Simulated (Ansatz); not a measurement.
# How fast does Ni move in Si?

The calculation used DFT PBE, scalar-relativistic, plane waves, PAW (Ansatz). (420 eV cutoff, 2×2×2 k-mesh, Gaussian smearing of 0.02 eV, no spin polarisation)

Host crystal, relaxed:

```
Si
1.0
     0.00000    2.73505    2.73505
     2.73505    0.00000    2.73505
     2.73505    2.73505    0.00000
Si
2
Direct
  0.75000 0.75000 0.75000
  0.50000 0.50000 0.50000
```

In a supercell of 16 host sites, interstitial Ni hops to an equivalent place, moving 0.80 Å. Climbing-image nudged elastic band at fixed cell; the order of the saddle wasn't checked, and the small cell leaves errors of about a tenth of an eV. Both ends share most of their nearest neighbours, so the atom only shifts within one site or cage, and diffusion needs further steps that weren't computed.

| image | path (Å) | E − E(0) (eV) |
| --- | --- | --- |
| 0 | 0.00 | 0.000 |
| 1 | 0.33 | 0.033 |
| 2 | 0.66 | 0.086 |
| 3 | 0.98 | 0.033 |
| 4 | 1.31 | 0.000 |

Problem. What are the barriers forward and back, and what attempt frequency does the shape suggest?

Solution. Forward 0.09 eV, back 0.09 eV, the ends being level. For a sinusoidal profile E_b sin²(πx/l), with the Ni atom alone moving, ν = (1/l)√(E_b/2m) = 3.3×10¹² s⁻¹, within an order of magnitude of the customary 10¹³ s⁻¹; a true prefactor needs the vibrations at the minimum and at the saddle.

Problem. With ν = 10¹³ s⁻¹, give the forward jump rate along this one path, the wait 1/k for that jump, the diffusivity D ≈ l²k and the distance √(Dt) covered in an hour at 300, 600 and 1000 K, taking the host as solid throughout.

Solution. k = ν exp(−E_b/k_BT):
```json
{"T (K)": "300", "k (1/s)": "3.6×10¹¹", "wait (s)": "2.8×10⁻¹²", "D (cm²/s)": "2.3×10⁻⁵", "√(Dt) in 1 h (nm)": "2.9×10⁶"}
{"T (K)": "600", "k (1/s)": "1.9×10¹²", "wait (s)": "5.3×10⁻¹³", "D (cm²/s)": "1.2×10⁻⁴", "√(Dt) in 1 h (nm)": "6.6×10⁶"}
{"T (K)": "1000", "k (1/s)": "3.7×10¹²", "wait (s)": "2.7×10⁻¹³", "D (cm²/s)": "2.3×10⁻⁴", "√(Dt) in 1 h (nm)": "9.2×10⁶"}
```

D = l²k holds for six equivalent jumps in three dimensions (z l²k/6) and is a scale otherwise. Long-range transport needs a connected net of such jumps, and traps slow it. D is that of an interstitial already there. An error of 0.1 eV in the barrier changes k by a factor of 48 at 300 K and 3.2 at 1000 K.

Cost: 1 run of about 2.2 core-minutes, on Intel Xeon Platinum 8259CL (Skylake/Cascade Lake) (shared hosts).